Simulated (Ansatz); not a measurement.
SnS2:
```yaml
crystal:
  lattice:
    - [-2.65880, 2.65880, 5.57385]
    - [2.65880, -2.65880, 5.57385]
    - [2.65880, 2.65880, -5.57385]
  atoms:
    - { symbol: Sn, position: [0.50000, 0.50000, 0.00000] }
    - { symbol: Sn, position: [0.25000, 0.75000, 0.50000] }
    - { symbol: S, position: [0.28071, 0.28071, 0.00000] }
    - { symbol: S, position: [0.03071, 0.53071, 0.50000] }
    - { symbol: S, position: [0.46929, 0.96929, 0.50000] }
    - { symbol: S, position: [0.71929, 0.71929, 0.00000] }
```

Relaxed with PBE. Special points in fractions of this cell's reciprocal vectors: Γ (0.000, 0.000, 0.000); X (0.000, 0.000, 0.500); P (0.250, 0.250, 0.250); N (0.000, 0.500, 0.000); M (0.500, 0.500, -0.500); S (0.307, 0.693, -0.307); S0 (-0.307, 0.307, 0.307); R (-0.114, 0.114, 0.500); G (0.500, 0.500, -0.114).

### Question
List the band energies nearest the valence-band maximum at these points for plane-wave PAW PBE (Ansatz code).

### Answer
In eV from the valence-band maximum; about four levels below and three above (degenerate sets whole), none deeper than 8.9 eV; points with the same levels are listed once.

```tsv
k	below	above
Γ	-0.63 -0.63 -0.37 -0.37	0.41 1.60 5.50
X	-0.79 -0.79 -0.12 -0.12	2.39 2.39 3.19 3.19
P	-1.15 -1.15 0.00 0.00	2.46 2.46 3.15 3.15
N	-0.94 -0.88 -0.76 -0.72	1.80 1.84 3.53
M	-0.93 -0.93 -0.44 -0.44	0.77 0.77 5.92 5.92
S	-0.98 -0.73 -0.55 -0.53	1.14 1.89 3.13
R	-0.73 -0.73 -0.13 -0.13	2.18 2.18 2.93 2.93
```

Space group I4_1/amd (anatase). A made-up cell: these elements were put on the sites of a structure type; neither database checked (COD, Materials Project) lists it. It is not the phase usual at ambient conditions (space group No. 164). The cell was relaxed with PBE under the symmetry of its start; whether a distortion lowers the energy is not shown. Spin–orbit coupling is left out wherever it is not named.

Potentials: the later of the program's two PAW sets.
